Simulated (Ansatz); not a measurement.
The calculation used DFT PBE, scalar-relativistic, plane waves, PAW (Ansatz 0.2.0). Settings: cutoff 420 eV, Γ-centred meshes spaced at most about 0.3 Å⁻¹, and about 0.25 Å⁻¹ or finer for metals (2π included), Gaussian smearing. No spin polarisation in the final relaxations.

All energies are static (0 K, no zero-point motion). All come from trial cells, and lower structures may exist.

Question: These unrelaxed guesses for CdTeSe4 are each relaxed within their symmetry. Order them by the energy at which they end, lowest first.
A.

```
CELL_PARAMETERS angstrom
5.65276 0.00000 0.00000
-2.82638 4.89543 0.00000
0.00000 0.00000 4.24038
ATOMIC_POSITIONS crystal
Cd 0.00000 0.00000 0.00000
Te 0.00000 0.00000 0.50000
Se 0.33333 0.66667 0.00000
Se 0.66667 0.33333 0.00000
Se 0.33333 0.66667 0.50000
Se 0.66667 0.33333 0.50000
```

B.

```
CELL_PARAMETERS angstrom
5.57418 0.00000 0.00000
-2.78709 4.82738 0.00000
0.00000 0.00000 7.67067
ATOMIC_POSITIONS crystal
Cd 0.00000 0.00000 0.00000
Te 0.00000 0.00000 0.50000
Se 0.33333 0.66667 0.70538
Se 0.66667 0.33333 0.70538
Se 0.66667 0.33333 0.29462
Se 0.33333 0.66667 0.29462
```

C.

```
CELL_PARAMETERS angstrom
0.00000 4.31919 4.31919
4.31919 0.00000 4.31919
4.31919 4.31919 0.00000
ATOMIC_POSITIONS crystal
Cd 0.00000 0.00000 0.00000
Te 0.75000 0.75000 0.75000
Se 0.87355 0.37548 0.37548
Se 0.37548 0.37548 0.37548
Se 0.37548 0.87355 0.37548
Se 0.37548 0.37548 0.87355
```

D.

```
CELL_PARAMETERS angstrom
3.44922 0.00000 0.00000
0.00000 3.44922 0.00000
0.00000 0.00000 12.99774
ATOMIC_POSITIONS crystal
Cd 0.00000 0.00000 0.50000
Te 0.00000 0.00000 0.00000
Se 0.50000 0.50000 0.36453
Se 0.50000 0.50000 0.86434
Se 0.50000 0.50000 0.13566
Se 0.50000 0.50000 0.63547
```

Answer: D (ends in P4/mmm, 0 meV/atom), A (ends in P6/mmm, 36 meV/atom), B (ends in P6/mmm, 247 meV/atom), C (ends in F-43m, 0.42 eV/atom). Even the lowest end lies +0.13 eV/atom against the elements.

These runs have no spin–orbit coupling, which can matter for Te. Cells relaxed within their symmetry can be saddle points. Some candidate types were left out of the draw beforehand, so a known form may be missing.
